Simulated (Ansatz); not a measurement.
NiMoP (space group P-62m)

```cif
data_Mo3Ni3P3
_chemical_formula_sum 'Ni3 Mo3 P3'
_space_group_name_H-M_alt 'P 1'
_space_group_IT_number 1
_cell_length_a 5.79417
_cell_length_b 5.79417
_cell_length_c 3.70808
_cell_angle_alpha 90.000
_cell_angle_beta 90.000
_cell_angle_gamma 120.000
loop_
_space_group_symop_operation_xyz
  'x, y, z'
loop_
_atom_site_label
_atom_site_type_symbol
_atom_site_fract_x
_atom_site_fract_y
_atom_site_fract_z
_atom_site_occupancy
Ni1 Ni 0.74966 0.74966 0.00000 1
Ni2 Ni 0.00000 0.25034 0.00000 1
Ni3 Ni 0.25034 0.00000 0.00000 1
Mo1 Mo 0.00000 0.58530 0.50000 1
Mo2 Mo 0.58530 0.00000 0.50000 1
Mo3 Mo 0.41470 0.41470 0.50000 1
P1 P 0.00000 0.00000 0.50000 1
P2 P 0.66667 0.33333 0.00000 1
P3 P 0.33333 0.66667 0.00000 1
```

Equation-of-state scan: isotropic scaling of the cell above, V₀ being its volume. The atoms relax within the cell's symmetry.

These are PBEsol (plane waves to 420 eV, PAW, scalar-relativistic; Ansatz, a quantum-chemistry and plane-wave program) values and carry that method's errors. k mesh 9×9×13 (Γ-centred), Fermi-Dirac smearing 0.05 eV. The energy includes the smearing's −TS. Compression counts positive. With the shape held, the modulus is that of even scaling; a crystal free to change shape is softer. NiMoP is run without spin polarisation. NiMoP was relaxed with its symmetry unable to fall. The zero of ΔE is the relaxed starting cell.

The scan covers V/V₀ from 0.940 to 1.060 in 9 points.

**Question.** What is ΔE at V/V₀ = 1.060?

**Answer.** 32 meV/atom.

**Question.** What pressure does the cell carry at V/V₀ = 0.940?

**Answer.** 19.0 GPa.

**Question.** What is ΔE at V/V₀ = 0.940?

**Answer.** 40 meV/atom.

(Under strain, the slope of the energy per volume gives the stress and its curvature an elastic modulus.)
